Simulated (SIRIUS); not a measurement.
Consider a self-consistent single point of Bi₂Te₃ (R3m, 5 atoms in the cell; from Materials Project mp-34202, changed as shown).

```
CELL_PARAMETERS angstrom
      2.20906     1.27540    10.75243
     -2.20906     1.27540    10.75243
      0.00000    -2.55081    10.75243
ATOMIC_POSITIONS crystal
  Bi 0.60565 0.60565 0.60565
  Bi 0.39683 0.39683 0.39683
  Te 0.78319 0.78319 0.78319
  Te 0.21681 0.21681 0.21681
  Te 0.00000 0.00000 0.00000
```

Level of theory: PBE, SSSP 1.1.2 precision PBE pseudopotentials (plane waves; SIRIUS).

SIRIUS settings:

```
setting                                                                     value
--------------------------------------  -----------------------------------------
parameters.ngridk                                                           3 3 3
parameters.xc_functionals                            [XC_GGA_X_PBE, XC_GGA_C_PBE]
parameters.gk_cutoff                                                 9.487 1/bohr
parameters.pw_cutoff                                                    30 1/bohr
parameters.smearing                                                      gaussian
parameters.smearing_width                                          0.000367493 Ha
potentials                              SSSP 1.1.2 precision PBE pseudopotentials
parameters.electronic_structure_method                            pseudopotential
parameters.num_bands                                                           29
parameters.num_mag_dims                                                         0
parameters.num_dft_iter                                                       100
parameters.energy_tol                                                    1e-07 Ha
parameters.density_tol                                                      1e-06
mixer.type                                                               anderson
mixer.beta                                                                    0.3
mixer.use_hartree                                                            true
```

Results:

| Quantity | Value |
|---|---|
| Number of valence electrons | 48 |
| Number of bands | 29 |
| Number of k-points after the program's reduction | 6 |
| Number of plane waves (most at a k-point) | 17749 |
| Number of SCF iterations | 18 |
| FFT grid | 216 × 216 × 216 |
| Free energy E − TS | -6124.3775 eV |
| Pressure | 0.46 GPa |
| Largest force (vector length) | 0.520 eV/Å |

Forces (eV/Å):
```tsv
atom	Fx	Fy	Fz
Bi1	0.000	0.000	-0.520
Bi2	0.000	0.000	0.121
Te3	0.000	0.000	-0.061
Te4	0.000	0.000	0.344
Te5	0.000	0.000	0.116
```

Stress (GPa, positive for compression):
```
 0.78   0.00   0.00
 0.00   0.78   0.00
 0.00   0.00  -0.20
```

For comparison: a first run was changed to give this one (atom 1 moved by +0.08 angstrom along z), and from it to this one the free energy rises by 4.1 meV/atom, the pressure goes from 0.59 to 0.46 GPa and the largest force goes from 0.018 to 0.520 eV/Å.

Spin-orbit coupling is left out, which matters for bands and gaps with elements this heavy. The structure comes from a collection of computed structures, made at another level of theory; the collection holds predicted forms beside known ones.

Cost on one core: around 11 core-minutes (rough).
